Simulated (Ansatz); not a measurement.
Si:
```
CELL_PARAMETERS angstrom
      4.71560     2.72255     1.88879
     -4.71560     2.72255     1.88879
      0.00000    -5.44510     1.88879
ATOMIC_POSITIONS crystal
  Si 0.01614 0.71406 0.51755
  Si 0.98386 0.28594 0.48245
  Si 0.51755 0.01614 0.71406
  Si 0.48245 0.98386 0.28594
  Si 0.71406 0.51755 0.01614
  Si 0.28594 0.48245 0.98386
  Si 0.71247 0.71247 0.71247
  Si 0.28753 0.28753 0.28753
```

Relaxed with r²SCAN.

Map the valence electron density (e/Å³), cut off at 0.4 on the plane through (0.518, 0.016, 0.714) spanned by u = [1, 1, 1] and v = [1, 1, -1] in lattice vectors, from r²SCAN (plane waves, PAW; program Ansatz).

x is the fraction of u, y of v (the angle between them is 80°; rows are the nearest grid lines); atoms in the plane: Si at (0.00, 0.00), Si at (0.50, 0.50), Si at (0.27, 0.70), Si at (0.77, 0.20).
```
| .=%@@*=-::........::=+%@#-  |
|***%#*=-:....::-===++*#@@@@%*|
|%#**+=-:.....:-+**####%%%@@@%|
|-:::...   ..:=*%@@@@@@#+==---|
| ....::::--=+*%@@@@@@#+-:..  |
|.:-=+*##%@@@%%%#####+=-:.....|
|:-+*##**%@@@@%#*++===-::....:|
|=+#@@*:  :*@@#+-::.......::-=|
|-=+*%%%##@@@@#=-..    ....::-|
|...:-=+#@@@@@@%*=-:..........|
|   ..:-+#@@@@@@%#+=-::...... |
|.   ..:-+#@%+:.-*@@#*=-::....|
|:::::-=+*%@@#-.:=%@%*=-:....:|
|-+**####%%%@@@%#**+=-:.....:-|
|+#%@@@@%##****++=--:..  ..:-+|
|#@@@@@@%*=-::...........::-+#|
|%@@@@@%*=:..  ...:--=+++***#%|
|#*++===-::....:-+*##**%@@@@%#|
|*+=--::::...::-+#@@*-::*@@@%*|
|=-...  ....::-=+#@@%=..-*@%*=|
|*=:..   ......::-=+*%@@@@@@@*|
|@%#+=-::......   ..:-+#@@@@@@|
|##%%#+=-::....    ..:-*%@@@@#|
| .=%@@*=-::........::=+%@#-  |
```
Scale: ten equal steps from 0.035 (start of ' ') to 0.400 (end of '@'), in the order ' .:-=+*#%@'; x runs from 0.000 to 1.00, y from 0.000 (bottom) to 1.00 (top).

The density is the valence pseudo-density with augmentation charge, so density and ELF within about 1 Å of a nucleus are not all-electron values.

Space group R-3. The workflow started from a Materials Project entry (that database holds measured and hypothetical structures alike); the Crystallography Open Database copy checked does not list it. It is not the phase usual at ambient conditions (space group No. 227). The cell was relaxed with r²SCAN under the symmetry of its start; whether a distortion lowers the energy is not shown.

Potentials: the later of the program's two PAW sets.
